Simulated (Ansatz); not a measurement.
## Structure relaxation, VSi2

The start is a generated trial cell of VSi2 in the CrSi2 structure type. A full variable-cell relaxation at zero pressure is run with PBEsol (plane waves to 420 eV, PAW, scalar-relativistic; Ansatz, a quantum-chemistry and plane-wave program). The first steps use a coarse 6×6×4 k-mesh.

Initial structure:
```
VSi2
1.0
    4.46493     0.00000     0.00000
   -2.23246     3.86674     0.00000
    0.00000     0.00000     6.42177
V Si
3 6
Direct
  0.50000   0.00000   0.00000
  0.50000   0.50000   0.33333
  0.00000   0.50000   0.66667
  0.16559   0.33118   0.00000
  0.83441   0.16559   0.33333
  0.66882   0.83441   0.66667
  0.83441   0.66882   0.00000
  0.16559   0.83441   0.33333
  0.33118   0.16559   0.66667
```
Spin-polarised start, with parallel moments on V.

Question: Which atoms feel the largest initial force, and how large is it?

Answer: About 0.2 eV/Å, on Si4, Si5, Si6, Si7, Si8, Si9 (atoms numbered as listed).

Question: How much energy is released per atom?

Answer: 0.01 eV/atom.

Question: How does the volume per atom move from start to end?

Answer: +1.0 %, from 12.32 to 12.44 Å³/atom.

Question: How do the shortest distances between atoms change?

Answer: The closest pairs of elements (up to four, under 3.6 Å), start → end: Si–Si 2.49 → 2.46 Å; Si–V 2.50 → 2.49 Å; V–V 3.09 → 3.09 Å.

Question: Is the relaxed structure metallic? Give its gap.

Answer: Zero (metallic).

Question: What magnetic moments remain?

Answer: Zero (the starting moments vanished).

Question: Give the final cell and atomic positions.

Answer: 
```cif
data_Si6V3
_chemical_formula_sum 'V3 Si6'
_space_group_name_H-M_alt 'P6222'
_space_group_IT_number 180
_space_group_name_Hall 'P 62 2 (0 0 4)'
_cell_length_a 4.52315
_cell_length_b 4.52315
_cell_length_c 6.32002
_cell_angle_alpha 90.000
_cell_angle_beta 90.000
_cell_angle_gamma 120.000
loop_
_atom_site_label
_atom_site_type_symbol
_atom_site_symmetry_multiplicity
_atom_site_Wyckoff_symbol
_atom_site_fract_x
_atom_site_fract_y
_atom_site_fract_z
_atom_site_occupancy
V1 V 3 c 0.50000 0.00000 0.00000 1
Si1 Si 6 i 0.16321 0.32642 0.00000 1
```

The space group stays P6₂22 (No. 180) (the run could not lower it); the end is AFLOW prototype AB2_hP9_180_d_j (C40, as in CrSi2), with 9 atoms in the primitive cell. Final values are on a 12×12×8 k-mesh of the relaxed cell. No spin polarisation in the result: the starting moments vanished. The relaxed primitive cell holds an odd number of electrons. A magnetic state may lie lower.

The run could not lose the symmetry of its start; a randomly shaken copy of 9 atoms returns to this structure.

The first start was generated by placing the elements on the sites of a structure type. Materials Project lists a structure of VSi2 in the same space group, P6₂22 (No. 180); the sites were not compared with it, nor with measured phases.
